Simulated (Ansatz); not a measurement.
Space group Pm-3m (No. 221). a = 4.849 Å, b = 4.849 Å, c = 4.849 Å, α = 90.00°, β = 90.00°, γ = 90.00°
```json
{"atom": "Sn", "site": "3c", "symmetry": "4/mm.m", "x": "0.0000", "y": "0.5000", "z": "0.5000"}
{"atom": "Bi", "site": "1a", "symmetry": "m-3m", "x": "0.0000", "y": "0.0000", "z": "0.0000"}
```

Equation of state of this Sn$_{3}$Bi structure (not necessarily the ground state), with shape and atoms relaxed at each volume where symmetry leaves them free. It has no gap at any of these volumes. Computed with DFT r2SCAN, scalar-relativistic, plane waves, PAW in Ansatz 0.2.0.

Settings: cutoff 500 eV, Γ-centred mesh 10×10×10 on the computed 4-atom cell, Gaussian smearing of 0.10 eV; no spin polarisation.

```json
{"V (Å³/atom)": "26.799", "E − E(largest V) (meV/atom)": "2.73", "P (GPa)": "3.68"}
{"V (Å³/atom)": "27.655", "E − E(largest V) (meV/atom)": "-11.17", "P (GPa)": "1.66"}
{"V (Å³/atom)": "28.510", "E − E(largest V) (meV/atom)": "-15.09", "P (GPa)": "-0.02"}
{"V (Å³/atom)": "29.365", "E − E(largest V) (meV/atom)": "-10.86", "P (GPa)": "-1.41"}
{"V (Å³/atom)": "30.220", "E − E(largest V) (meV/atom)": "0.00", "P (GPa)": "-2.55"}
```

**Question.** Fit a third-order Birch–Murnaghan equation to E(V).

**Answer.** V0 = 28.46 Å³/atom, B0 = 51 GPa, B0' = 5.8.

Spin-orbit coupling is left out, which matters for the bands of heavy elements.